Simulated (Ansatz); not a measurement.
SrVO$_{3}$:
```yaml
crystal:
  lattice:
    - [3.84058, 0.00000, 0.00000]
    - [0.00000, 3.84058, 0.00000]
    - [0.00000, 0.00000, 3.84058]
  atoms:
    - { symbol: Sr, position: [0.00000, 0.00000, 0.00000] }
    - { symbol: V, position: [0.50000, 0.50000, 0.50000], spin: 1.1 }
    - { symbol: O, position: [0.00000, 0.50000, 0.50000], spin: 0.0 }
    - { symbol: O, position: [0.50000, 0.50000, 0.00000], spin: 0.0 }
    - { symbol: O, position: [0.50000, 0.00000, 0.50000], spin: 0.0 }
```

Relaxed with r²SCAN.

### Question
Tabulate the valence density and the electron localisation function along the shortest V–O contact (1.92 Å), r²SCAN (plane waves, PAW; program Ansatz).

### Answer


| distance from V (Å) | density (e/Å³) | ELF |
|---|---|---|
| 0.19 | 14.30 | 0.71 |
| 0.29 | 11.87 | 0.75 |
| 0.38 | 9.03 | 0.76 |
| 0.48 | 6.26 | 0.73 |
| 0.58 | 3.95 | 0.64 |
| 0.67 | 2.29 | 0.46 |
| 0.77 | 1.30 | 0.25 |
| 0.86 | 0.84 | 0.15 |
| 0.96 | 0.73 | 0.18 |
| 1.06 | 0.83 | 0.38 |
| 1.15 | 1.09 | 0.66 |
| 1.25 | 1.55 | 0.79 |
| 1.34 | 2.31 | 0.81 |
| 1.44 | 3.40 | 0.79 |
| 1.54 | 4.67 | 0.71 |
| 1.63 | 5.88 | 0.58 |
| 1.73 | 6.83 | 0.41 |

The density is the valence pseudo-density with augmentation charge, so density and ELF within about 1 Å of a nucleus are not all-electron values.

Space group Pm-3m (cubic perovskite). Symmetry was held in the r²SCAN relaxation. Spin order of the final state: ferromagnetic, chosen from 3 collinear starts compared on coarse meshes (ties went to the first, and starts can fall back to one state), not a proven ground state. Other orbital occupations within this spin state were not tried. No Hubbard U is applied.

Potentials: the later of the program's two PAW sets.
